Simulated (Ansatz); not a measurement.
Level of theory: DFT PBE, scalar-relativistic, plane waves, PAW (Ansatz). Settings: cutoff 420 eV, Γ-centred meshes spaced at most about 0.3 Å⁻¹, and about 0.25 Å⁻¹ or finer for metals (2π included), Gaussian smearing. Collinear spin in cells that started with moments and kept them past the coarse steps, no spin elsewhere.

All energies are static (0 K, no zero-point motion). All come from trial cells, and lower structures may exist.

**Question.** These unrelaxed guesses for CaAlO4 are each relaxed within their symmetry. Order them by the energy at which they end, lowest first.
A.

```xyz
6
Lattice="3.5624 0.0000 0.0000 0.0000 3.5624 0.0000 0.0000 0.0000 5.3815" Properties=species:S:1:pos:R:3 pbc="T T T"
Ca    0.0000    0.0000    0.0000
Al    1.7812    1.7812    2.6908
O     1.7812    0.0000    3.8553
O     0.0000    1.7812    1.5262
O     1.7812    0.0000    1.5262
O     0.0000    1.7812    3.8553
```

B.

```xyz
6
Lattice="4.3064 0.0000 0.0000 0.0000 4.3064 0.0000 0.0000 0.0000 4.3064" Properties=species:S:1:pos:R:3 pbc="T T T"
Ca    0.0000    0.0000    0.0000
Al    2.1532    2.1532    2.1532
O     3.2280    3.2280    3.2280
O     1.0784    1.0784    3.2280
O     1.0784    3.2280    1.0784
O     3.2280    1.0784    1.0784
```

C.

```xyz
6
Lattice="3.5332 0.0000 0.0000 0.0000 3.5332 0.0000 0.0000 0.0000 5.0847" Properties=species:S:1:pos:R:3 pbc="T T T"
Ca    1.7666    1.7666    2.5423
Al    0.0000    0.0000    0.0000
O     1.7666    0.0000    3.7258
O     0.0000    1.7666    1.3589
O     1.7666    0.0000    1.3589
O     0.0000    1.7666    3.7258
```

**Answer.** A (ends in P4/mmm, 0 meV/atom), C (ends in P4/mmm, 26 meV/atom), B (ends in P-43m, 40 meV/atom).

The k mesh leaves some 4 meV/atom of noise in the energy of each metallic cell. The magnetic state reached may not be the lowest. Cells relaxed within their symmetry can be saddle points. Some structure types and database cells were kept out of the candidates from the start, so a known form may be missing.
